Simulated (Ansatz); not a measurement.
ZrRh₃:
```
CELL_PARAMETERS angstrom
     -1.96741     1.96741     3.88027
      1.96741    -1.96741     3.88027
      1.96741     1.96741    -3.88027
ATOMIC_POSITIONS crystal
  Rh 0.50000 0.50000 0.00000
  Rh 0.75000 0.25000 0.50000
  Rh 0.25000 0.75000 0.50000
  Zr 0.00000 0.00000 0.00000
```

Relaxed with PBEsol. Special points in fractions of this cell's reciprocal vectors: Γ (0.000, 0.000, 0.000); X (0.000, 0.000, 0.500); P (0.250, 0.250, 0.250); N (0.000, 0.500, 0.000); M (0.500, 0.500, -0.500); S (0.314, 0.686, -0.314); S0 (-0.314, 0.314, 0.314); R (-0.129, 0.129, 0.500); G (0.500, 0.500, -0.129).

Problem. List the band energies nearest the Fermi level at these points for the program Ansatz at the PBEsol with spin–orbit coupling level (PAW).

Solution. In eV from the Fermi level; about four levels below and three above (degenerate sets whole), none deeper than 8.9 eV; points with the same levels are listed once.

```csv
k,below,above
Γ,-0.75 -0.75 -0.24 -0.24,1.04 1.04 2.74 2.74
X,-0.89 -0.89 -0.47 -0.47,0.17 0.17 1.22 1.22
P,-0.58 -0.58 -0.56 -0.56,0.00 0.00 2.48 2.48
N,-0.99 -0.99 -0.93 -0.93,0.22 0.22 0.46 0.46
M,-0.19 -0.19 -0.06 -0.06,0.33 0.33 1.03 1.03
S,-0.50 -0.50 -0.27 -0.27,0.38 0.38 0.89 0.89
R,-0.31 -0.31 -0.21 -0.21,0.58 0.58 0.73 0.73
```

Space group I4/mmm. The cell is a constructed one: a structure type filled with these elements; neither database checked (COD, Materials Project) lists it. COD files the formula under space group No. 221. Its standing as an ambient phase is unchecked. The cell was relaxed with PBEsol under the symmetry of its start; whether a distortion lowers the energy is not shown. The run is not spin-polarised.

Potentials: the earlier of the program's two PAW sets. The files were generated under PBE; for other functionals the program regenerates the frozen cores, and for LDA and PBEsol the local potential too.
